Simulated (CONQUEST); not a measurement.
CONQUEST run on InSe (Pm, 16 atoms in the cell; from Materials Project mp-1079260, changed as shown): self-consistent single point.

Method: LDA (PW92), numerical atomic orbitals double-zeta with polarisation (the shipped basis), PseudoDojo norm-conserving potentials made for LDA run with CONQUEST 1.3.

The change in words: atom 8 moved by +0.08 angstrom along y. Reference geometry (P-6m2):
```xyz
16
Lattice="4.0473 0.0000 0.0000 0.0000 7.0102 0.0000 0.0000 0.0000 18.0521" Properties=species:S:1:pos:R:3 pbc="T T T"
In     0.0000     0.0000    10.4231
In     0.0000     0.0000     7.6290
In     0.0000     2.3367    16.6550
In     0.0000     2.3367     1.3970
In     2.0237     3.5051    10.4231
In     2.0237     3.5051     7.6290
In     2.0237     5.8418    16.6550
In     2.0237     5.8418     1.3970
Se     2.0237     1.1684    15.3984
Se     2.0237     1.1684     2.6537
Se     0.0000     2.3367    11.6800
Se     0.0000     2.3367     6.3720
Se     0.0000     4.6735    15.3984
Se     0.0000     4.6735     2.6537
Se     2.0237     5.8418    11.6800
Se     2.0237     5.8418     6.3720
```

Reference input (self-consistent single point, DFT, LDA (PW92), numerical atomic orbitals double-zeta with polarisation (the shipped basis), PseudoDojo norm-conserving potentials made for LDA): basis = DZP; Diag.MPMeshX, Y, Z = 3 2 1; potentials = PseudoDojo norm-conserving LDA; Grid.GridCutoff = 140 Ha; DM.SolutionMethod = diagon; Diag.SmearingType = 1; Diag.kT = 0.001837 Ha; Diag.GammaCentred = true; Diag.MPOrder = 0; minE.SCTolerance = 1.0e-06; SC.MaxIters = 100; SC.LinearMixingFactor = 0.3. This run's input differs from it in these lines:

```diff
@@ -45,3 +45,3 @@
     0.500000000     0.833333000     0.922610000  1 T T T
-    0.500000000     0.833333000     0.077390000  1 T T T
+    0.500000000     0.844745000     0.077390000  1 T T T
     0.500000000     0.166667000     0.853000000  2 T T T
```

Log, with long lists cut:

```
    new_SC_potl: Starting.  Tolerance:  0.10000E-05

    PulayMixSC: Starting Pulay mixing, A_up =  0.300 A_dn =  0.300
    PulayMixSC: Spin non-polarised calculation.
    PulayMixSC: with Kerker preconditioning, q0 =  0.100
          Harris-Foulkes Energy            :     -1499.597944408922331 Ha
          (TS=0 as O(N) or entropic contribution is negligible)
          DFT Total Energy                 :     -1499.344578111904639 Ha
          Total number of electrons        :       232.000000000001648
    PulayMixSC: Pulay iteration     1 residual:              0.75251E-03
   [... lines left out ...]
          (TS=0 as O(N) or entropic contribution is negligible)
          DFT Total Energy                 :     -1499.498359058970891 Ha
          Total number of electrons        :       232.000243858778106
    PulayMixSC: Pulay iteration     7 residual:              0.11098E-05
          Harris-Foulkes Energy            :     -1499.498359923559065 Ha
          (TS=0 as O(N) or entropic contribution is negligible)
          DFT Total Energy                 :     -1499.498359276263272 Ha
          Total number of electrons        :       232.000243857834960
    PulayMixSC: Pulay iteration     8 residual:              0.71616E-06
    PulayMixSC: Reached SCF tolerance of  0.71616E-06 after      8 iterations
      | Number of electrons      =       232.000244
      |* band energy as 2Tr[K.H] =      -239.077075595529891 Ha
      |  screened ion-ion energy =     -1142.969079796034976 Ha
      |  Ha correction           =         3.390767849972600 Ha
      |  XC correction           =      -120.842994860614155 Ha
      |* Harris-Foulkes energy   =     -1499.498359923559065 Ha
      |* DFT total energy        =     -1499.498359276263272 Ha
      |  estimated accuracy      =        -0.000000647295792 Ha

    force: Forces on atoms (Ha/A )
    force:  Atom   X              Y              Z
    force:     1   0.0000000078   0.0006445466  -0.0067728808
    force:     2   0.0000000078   0.0005200103   0.0067654590
   [... lines left out ...]
    force: Maximum force :        0.02204141(Ha/A ) on atom         8 in y direction
   [... lines left out ...]
    force: Force Residual:        0.00869976 Ha/A
    force: Total stress:          0.91529311    -0.00000053     0.00000031 GPa
                            -0.00000054     1.74680809    -0.14389312
                            -0.00000005    -0.14389301     2.03108089
    force: Average pressure:     -1.56439403 GPa

    force: Finished force
    get_E_and_F: Change in energy during last step of electronic optimisation:  0.29207E-07
```

The run converged in 8 iterations. CONQUEST prints the stress tensor with tension positive. Against the reference run the free energy goes up by 1.4 meV/atom, the pressure moves little (-1.58 to -1.56 GPa) and the largest force goes from 0.201 to 0.639 eV/Å.

The program uses no crystal symmetry, so grid and mesh can part values that symmetry would make equal. The atom-centred basis is finite, which shifts total energies, pressures and forces against plane waves. The structure comes from a collection of computed structures, made at another level of theory; the collection holds predicted forms beside known ones.

Cost on one core: very roughly 4 core-minutes.
